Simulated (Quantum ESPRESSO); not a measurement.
# Where does Sc sit best among Ga sites?

The results below are calculated, not measured. They come from pw.x of Quantum ESPRESSO 7.5, a plane-wave density functional program, with PseudoDojo standard norm-conserving files (v0.5 for PBE, v0.4.1 for LDA and PBEsol). The cells are made up: elements, strain and atom displacements were drawn at random, and nothing was relaxed. There is no spin polarisation, spin-orbit coupling or dispersion term.

The cell has 8 sites of a zincblende or diamond lattice. Sites 1 to 4 hold X X X X; sites 5 to 8 hold As As P As. Cell vectors in Å: (5.682, 0.000, 0.000); (0.000, 5.682, 0.000); (0.000, 0.000, 5.682). Settings: PBE, cutoff 1143 eV, 4 x 4 x 4 k mesh shifted by half a step, Fermi-Dirac smearing of 0.025 eV.

In each run one of the sites marked X holds Sc and the others hold Ga; cell and positions stay the same. E is the free energy of the cell.

```
site of the guest  first shell  mean distance (Å)  E above the lowest (eV)  P (GPa)  force on the guest (eV/Å)
                1         As3P              2.443                    0.177     5.39                      0.801
                2         As3P              2.468                    0.068     5.13                      1.418
                3         As3P              2.476                    0.000     5.03                      0.442
                4         As3P              2.456                    0.102     5.24                      0.826
```

A rerun of one of these cells at 1437 eV and k mesh 6 x 6 x 6 moved values by no more than 0.007 eV in the cell's energy, 0.02 GPa in stress and 0.005 eV/Å in force.

## Reading the table

Site 3 is lowest, by 0.068 eV, over three times the rerun's bound. A straight line of energy against the mean distance has a slope of -5.0 ± 0.7 eV/Å, so the guest costs less on the roomier sites. The positions are random and not relaxed, so the differences hold for this frozen cell and are not site preferences of a real crystal.